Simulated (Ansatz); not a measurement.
SrVO3 (cubic perovskite)

```cif
data_O3SrV
_chemical_formula_sum 'Sr1 V1 O3'
_space_group_name_H-M_alt 'P 1'
_space_group_IT_number 1
_cell_length_a 3.85762
_cell_length_b 3.85762
_cell_length_c 3.85762
_cell_angle_alpha 90.000
_cell_angle_beta 90.000
_cell_angle_gamma 90.000
loop_
_space_group_symop_operation_xyz
  'x, y, z'
loop_
_atom_site_label
_atom_site_type_symbol
_atom_site_fract_x
_atom_site_fract_y
_atom_site_fract_z
_atom_site_occupancy
Sr1 Sr 0.00000 0.00000 0.00000 1
V1 V 0.50000 0.50000 0.50000 1
O1 O 0.00000 0.50000 0.50000 1
O2 O 0.50000 0.50000 0.00000 1
O3 O 0.50000 0.00000 0.50000 1
```

This relaxed cell (volume V₀) is scaled evenly in all directions, its shape held. Symmetry pins the atoms to their sites.

These are PBE (plane waves to 420 eV, PAW, scalar-relativistic; Ansatz, an electronic-structure program) values and carry that method's errors. k mesh 12×12×12 (Γ-centred), Fermi-Dirac smearing 0.05 eV. The energy includes the smearing's −TS. SrVO3 is run without spin polarisation and with no Hubbard U. SrVO3 was relaxed with its symmetry unable to fall. The zero of ΔE is the relaxed starting cell.

**Question.** Predict the ΔE (kJ/mol of atoms) at V/V₀ = 0.867, 0.920, 1.080, 1.133, 1.160.

**Answer.** 
```
V/V₀   ΔE (kJ/mol of atoms)
-----  --------------------
0.867                  14.4
0.920                   4.7
1.080                   3.5
1.133                   8.9
1.160                  12.2
```

(A scan under strain: stresses follow from slopes of the energy per volume, elastic moduli from its curvatures.)
